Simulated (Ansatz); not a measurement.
The guess for K2CrCuC6N6 was made by a generator: cyanide-bridged rock-salt net of two metals, 2 guest cations a cell (Fm-3m, No. 225). The dimensions are guesses.

```xyz
16
Lattice="0.0000 5.1155 5.1155 5.1155 0.0000 5.1155 5.1155 5.1155 0.0000" Properties=species:S:1:pos:R:3 pbc="T T T"
K     2.5577    2.5577    2.5577
K     7.6732    7.6732    7.6732
Cr    0.0000    0.0000    0.0000
Cu    5.1155    5.1155    5.1155
C     1.9380    5.1155    5.1155
C     5.1155    1.9380    5.1155
C     5.1155    5.1155    1.9380
C     8.2930    5.1155    5.1155
C     5.1155    8.2930    5.1155
C     5.1155    5.1155    8.2930
N     3.1080    5.1155    5.1155
N     5.1155    3.1080    5.1155
N     5.1155    5.1155    3.1080
N     7.1230    5.1155    5.1155
N     5.1155    7.1230    5.1155
N     5.1155    5.1155    7.1230
```

Method: DFT PBE, scalar-relativistic, plane waves, PAW in Ansatz. Cutoff 420 eV, Gaussian smearing, Γ-centred meshes. Cell and atoms relax first on a coarse mesh and then on a finer one. In between, the cell is made exact in the group found at 0.06 Å. In metals the finer mesh still leaves noise of several meV/atom or more. The steps can't lower the symmetry of their start, moments included. Collinear spin, starting moments 0 0 3 -1 0 0 0 0 0 0 0 0 0 0 0 0 μB in the order of the atoms.

A guess keeps its type if space group and coordination stay and the shape of the cell changes little (axis ratios within about 15 %, angles within 6°); the volume may change.

Problem. Does this structure survive the relaxation?

Solution. It keeps its type. The symmetry stays Fm-3m (No. 225). The volume per atom grows by 14.9 %, from 16.7 to 19.2 Å³. The shortest distance stays 1.17 Å (C–N). Counting neighbours within 15 % of an atom's shortest distance, the start has C 1, Cr 6, Cu 6, K 24, N 1 and the end C 1, Cr 6, Cu 6, K 24, N 1.

The zero of energy is the elements' standard structures at the same level (N₂ as a molecule); no fitted shifts are applied.

Problem. At what energy does it end?

Solution. +0.12 eV/atom. The separate elements lie lower, so it is unstable against them.

The last run used collinear spin, a 6×6×6 mesh for its 16-atom cell and Gaussian smearing of 0.10 eV. The reference form of C is held partly by dispersion forces, which this level lacks. Another magnetic order may lie lower. A structure relaxed within its symmetry needn't be a true minimum.
